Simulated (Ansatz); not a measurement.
Input:

Relaxed SrO (rock salt):

```
CELL_PARAMETERS angstrom
      0.00000     2.56110     2.56110
      2.56110     0.00000     2.56110
      2.56110     2.56110     0.00000
ATOMIC_POSITIONS crystal
  O  0.00000 0.00000 0.00000
  Sr 0.50000 0.50000 0.50000
```

Scan: atom 2 (Sr, nearest neighbour O at 2.561 Å; its periodic images, 3.6 Å or more away, move with it) is displaced along Cartesian [111], direction (0.577, 0.577, 0.577) in Cartesian axes, by s. The other atoms stay.

Level of theory: PBEsol (plane waves to 420 eV, PAW, scalar-relativistic; Ansatz, a program for electronic structure). k mesh 9×9×9 (Γ-centred), Fermi-Dirac smearing 0.05 eV. E stands for the smeared free energy. SrO was relaxed with its symmetry unable to fall. The zero of ΔE is the undisplaced structure.

The scan covers s from -0.770 to 0.770 Å in 11 points.

Task: Is the energy the same for equal positive and negative displacements?

Result: Even: the same for both signs. With its periodic images moving along, the atom's site symmetry in this cell is m-3m.

Task: What force acts on the atom along the line at s = -0.770 Å?

Result: 1.98 eV/Å.

Task: What is the energy change at s = 0.770 Å?

Result: 744 meV/cell.

Task: What is the force constant k = d²E/ds² of this move at s = 0?

Result: 2.06 eV/Å².

Task: With two atoms in the cell this is the zone-centre optical mode. What wavenumber follows (transverse: no LO-TO term)?

Result: 204 cm⁻¹.

(A displaced cell: forces are minus the slopes of the energy, force constants its curvatures, and phonons follow from these.)
